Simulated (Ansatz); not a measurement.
Mg (hcp (Mg type), P6_3/mmc) under volume change, PBEsol (plane waves, PAW; program Ansatz), shape and atoms relaxed at each volume.

```json
[
 {"V (Å³/atom)": "20.470", "E − E(relaxed) (meV/atom)": "24.7", "P (GPa)": "4.24"},
 {"V (Å³/atom)": "21.145", "E − E(relaxed) (meV/atom)": "10.4", "P (GPa)": "2.61"},
 {"V (Å³/atom)": "21.820", "E − E(relaxed) (meV/atom)": "[?]", "P (GPa)": "[?]"},
 {"V (Å³/atom)": "22.495", "E − E(relaxed) (meV/atom)": "0.0", "P (GPa)": "0.00"},
 {"V (Å³/atom)": "23.170", "E − E(relaxed) (meV/atom)": "2.3", "P (GPa)": "-1.04"},
 {"V (Å³/atom)": "23.845", "E − E(relaxed) (meV/atom)": "[?]", "P (GPa)": "[?]"},
 {"V (Å³/atom)": "24.519", "E − E(relaxed) (meV/atom)": "18.4", "P (GPa)": "-2.70"}
]
```

Q: Fill in the missing entries.

A: 
- 21.820, E − E(relaxed) (meV/atom): 2.5
- 21.820, P (GPa): 1.20
- 23.845, E − E(relaxed) (meV/atom): 8.6
- 23.845, P (GPa): -1.94

Q: What does a third-order Birch–Murnaghan fit give for V₀, B₀ and B′?

A: V₀ = 22.49 Å³/atom, B₀ = 37.2 GPa, B′ = 4.0.

Symmetry was held in the PBEsol relaxation.

Potentials: the earlier of the program's two PAW sets. The files were generated under PBE; for other functionals the program regenerates the frozen cores, and for LDA and PBEsol the local potential too.
